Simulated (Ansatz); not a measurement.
Zone-centre phonons of SnC₂ at 1 GPa: input and output

Level of theory: DFT LDA, scalar-relativistic, plane waves, PAW in Ansatz.

It can be run as:
```bash
ansatz run input.yaml --threads 1 --pin off --backend cpu --events-out ev --progress --plain --runs-dir out  # memory cap (--max-ram) not shown
```

Input (bare energies are in eV):
```yaml
crystal:
  lattice:
    - [-1.9591865201, 1.9591865201, 3.2221831989]
    - [1.9591865201, -1.9591865201, 3.2221831989]
    - [1.9591865201, 1.9591865201, -3.2221831989]
  atoms:
    - { symbol: Sn, position: [0.0, 0.0, 0.0] }
    - { symbol: C, position: [0.5978216852, 0.5978216852, 0.0] }
    - { symbol: C, position: [0.4021783148, 0.4021783148, 0.0] }
basis:
  ecutwfc: 420
kpoints:
  mp_grid: { grid: [12, 12, 12] }
hamiltonian:
  xc: lda
scf:
  occupations: { method: fixed }
output:
  eigenvalues: true
phonons:
  method: dfpt
  eigenvectors: true
```

Results section of the output:
```
--- Phonons (Γ-DFPT): 4 representative perturbations + reference, on 280 of 1728 k-points (Σ response iterations 13) ---
  k mesh reduced under 4 symmetry operations, with k and −k counted as one. Each operation leaves every solved displacement unchanged or reverses it
  ASR residual: 1.153e-4 → 0.000e0 eV/Å²; symmetrization residual: 1.252e-6 eV/Å²
  ASR residual per site (eV/Å²): 1.15e-4 9.64e-5 9.64e-5
  Γ frequencies (cm⁻¹): -230.92 -230.92 -84.68 0.00 0.00 0.00 137.24 137.24 1844.35
  non-analytic LO–TO correction: not included (Born effective charges unavailable; polar crystals: no LO–TO splitting at Γ)
```

Its imaginary modes show that this cell, built by swapping an element in a database structure, isn't a minimum of the energy.

Negative frequencies stand for imaginary ones: the cell is unstable against these modes.